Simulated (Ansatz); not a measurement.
ZrN (rock salt)

```xyz
2
Lattice="0.0000 2.2974 2.2974 2.2974 0.0000 2.2974 2.2974 2.2974 0.0000" Properties=species:S:1:pos:R:3 pbc="T T T"
N      0.0000     0.0000     0.0000
Zr     2.2974     2.2974     2.2974
```

The slice is a {100} plane (indices of the conventional cell) through the point (0.000, 0.000, 0.000) (fractional), spanned by u = [100] and v = [0 1 -1] in vectors of this cell: u (3.25 Å) and v (3.25 Å, at 90° to u). It covers one period; positions are fractions (u, v).

Calculation: PBE (plane waves to 420 eV, PAW, scalar-relativistic; Ansatz, a quantum-chemistry and plane-wave program). k mesh 17×17×17. Near the nuclei the fields are pseudised (PAW); where an atom keeps semicore shells as valence, they peak there. ZrN is run without spin polarisation. ZrN was relaxed with its symmetry unable to fall.

Three fields on this plane, each scaled to ten steps between its own extremes (0 low, 9 high; the total valence density on a logarithmic scale, the potential cut 8 eV below its top; x marks points blanked near nuclei; v = 0 in the bottom row):

Map A
```
|xxxxxxxx631000136xxxxxxx|
|xxxxxxxx632111236xxxxxxx|
|xxxxxxx86433333468xxxxxx|
|xxxxxxx76667776667xxxxxx|
|xxxxxx8889xxxxx9888xxxxx|
|xxxxx889xxxxxxxxx988xxxx|
|xxx8789xxxxxxxxxxx9878xx|
|666668xxxxxxxxxxxxx86666|
|333469xxxxxxxxxxxxx96433|
|11236xxxxxxxxxxxxxxx6321|
|00137xxxxxxxxxxxxxxx7310|
|00137xxxxxxxxxxxxxxx7310|
|00137xxxxxxxxxxxxxxx7310|
|11236xxxxxxxxxxxxxxx6321|
|333469xxxxxxxxxxxxx96433|
|666668xxxxxxxxxxxxx86666|
|xxx8789xxxxxxxxxxx9878xx|
|xxxxx889xxxxxxxxx988xxxx|
|xxxxxx8889xxxxx9888xxxxx|
|xxxxxxx76667776667xxxxxx|
|xxxxxxx86433333468xxxxxx|
|xxxxxxxx632111236xxxxxxx|
|xxxxxxxx631000136xxxxxxx|
|xxxxxxxx631000136xxxxxxx|
```

Map B
```
|xxxxxxxx942000249xxxxxxx|
|xxxxxxxx620000026xxxxxxx|
|xxxxxxx73000000037xxxxxx|
|xxxxxxx31001210013xxxxxx|
|xxxxxx3112xxxxx2113xxxxx|
|xxxxx311xxxxxxxxx113xxxx|
|xxx7311xxxxxxxxxxx1137xx|
|996311xxxxxxxxxxxxx11369|
|542002xxxxxxxxxxxxx20024|
|22000xxxxxxxxxxxxxxx0002|
|10001xxxxxxxxxxxxxxx1000|
|00002xxxxxxxxxxxxxxx2000|
|10001xxxxxxxxxxxxxxx1000|
|22000xxxxxxxxxxxxxxx0002|
|542002xxxxxxxxxxxxx20024|
|996311xxxxxxxxxxxxx11369|
|xxx7311xxxxxxxxxxx1137xx|
|xxxxx311xxxxxxxxx113xxxx|
|xxxxxx3112xxxxx2113xxxxx|
|xxxxxxx31001210013xxxxxx|
|xxxxxxx73000000037xxxxxx|
|xxxxxxxx620000026xxxxxxx|
|xxxxxxxx942000249xxxxxxx|
|xxxxxxxx952101259xxxxxxx|
```

Map C
```
|xxxxxxxx998888899xxxxxxx|
|xxxxxxxx887666788xxxxxxx|
|xxxxxxx76543334567xxxxxx|
|xxxxxxx53100000135xxxxxx|
|xxxxxx4200xxxxx0024xxxxx|
|xxxxx410xxxxxxxxx014xxxx|
|xxx7520xxxxxxxxxxx0257xx|
|998630xxxxxxxxxxxxx03689|
|998510xxxxxxxxxxxxx01589|
|98740xxxxxxxxxxxxxxx0478|
|98630xxxxxxxxxxxxxxx0368|
|88630xxxxxxxxxxxxxxx0368|
|98630xxxxxxxxxxxxxxx0368|
|98740xxxxxxxxxxxxxxx0478|
|998510xxxxxxxxxxxxx01589|
|998630xxxxxxxxxxxxx03689|
|xxx7520xxxxxxxxxxx0257xx|
|xxxxx410xxxxxxxxx014xxxx|
|xxxxxx4200xxxxx0024xxxxx|
|xxxxxxx53100000135xxxxxx|
|xxxxxxx76543334567xxxxxx|
|xxxxxxxx887666788xxxxxxx|
|xxxxxxxx998888899xxxxxxx|
|xxxxxxxx999989999xxxxxxx|
```

**Question.** Assign the maps to these fields: electron localisation function (ELF); valence electron density; electrostatic potential energy of an electron, from the cell's mean.

**Answer.** A is the valence electron density; B is the electron localisation function (ELF); C is the electrostatic potential energy of an electron, from the cell's mean.
